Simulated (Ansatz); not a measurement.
CaO (rock salt)

```
CaO
1.0
    0.00000     2.39740     2.39740
    2.39740     0.00000     2.39740
    2.39740     2.39740     0.00000
O Ca
1 1
Direct
  0.00000   0.00000   0.00000
  0.50000   0.50000   0.50000
```

The slice is a {110} plane (indices of the conventional cell) through the point (0.000, 0.000, 0.000) (fractional), spanned by u = [100] and v = [1 -1 -1] in vectors of this cell: u (3.39 Å) and v (4.79 Å, at 90° to u). It covers one period; positions are fractions (u, v).

Computed with r2SCAN (plane waves to 500 eV, PAW, scalar-relativistic; Ansatz, an electronic-structure program). k mesh 12×12×12. Inside the PAW spheres the values are not all-electron values, and peaks at nuclei hang on which shells count as valence. CaO was relaxed with its symmetry unable to fall.

Three fields on this plane, each scaled to ten steps between its own extremes (0 low, 9 high; the total valence density on a logarithmic scale, the potential cut 8 eV below its top; x marks points blanked near nuclei; v = 0 in the bottom row):

Map A
```
|xxxxx99877899xxxx|
|xxxxx99877899xxxx|
|xxxxx99888899xxxx|
|xxxx9998888999xxx|
|x7888888888888887|
|44567788888877654|
|x0024677887764200|
|xxxx1467887641xxx|
|xxxxx15777751xxxx|
|xxxxx04677640xxxx|
|xxxxx03677630xxxx|
|xxxxxx267762xxxxx|
|xxxxx03677630xxxx|
|xxxxx04677640xxxx|
|xxxxx15777751xxxx|
|xxxx1467887641xxx|
|x0024677887764200|
|44567788888877654|
|x7888888888888887|
|xxxx9998888999xxx|
|xxxxx99888899xxxx|
|xxxxx99877899xxxx|
|xxxxx99877899xxxx|
|xxxxxx987789xxxxx|
```

Map B
```
|xxxxx96422469xxxx|
|xxxxx85322358xxxx|
|xxxxx74211247xxxx|
|xxxx7531001357xxx|
|x9875321001235789|
|88754210000124578|
|x9864210000124689|
|xxxx6311001136xxx|
|xxxxx53111135xxxx|
|xxxxx74222247xxxx|
|xxxxx95322359xxxx|
|xxxxxx532235xxxxx|
|xxxxx95322359xxxx|
|xxxxx74222247xxxx|
|xxxxx53111135xxxx|
|xxxx6311001136xxx|
|x9864210000124689|
|88754210000124578|
|x9875321001235789|
|xxxx7531001357xxx|
|xxxxx74211247xxxx|
|xxxxx85322358xxxx|
|xxxxx96422469xxxx|
|xxxxxx642246xxxxx|
```

Map C
```
|xxxxx95100159xxxx|
|xxxxx95100159xxxx|
|xxxxx84100148xxxx|
|xxxx8520000258xxx|
|x6554210000124556|
|00000000000000000|
|x2100000000000012|
|xxxx1000000001xxx|
|xxxxx10000001xxxx|
|xxxxx20000002xxxx|
|xxxxx40000004xxxx|
|xxxxxx000000xxxxx|
|xxxxx40000004xxxx|
|xxxxx20000002xxxx|
|xxxxx10000001xxxx|
|xxxx1000000001xxx|
|x2100000000000012|
|00000000000000000|
|x6554210000124556|
|xxxx8520000258xxx|
|xxxxx84100148xxxx|
|xxxxx95100159xxxx|
|xxxxx95100159xxxx|
|xxxxxx610016xxxxx|
```

Problem. Assign the maps to these fields: electron localisation function (ELF); valence electron density; electrostatic potential energy of an electron, from the cell's mean.

Solution. A is the electrostatic potential energy of an electron, from the cell's mean; B is the valence electron density; C is the electron localisation function (ELF).
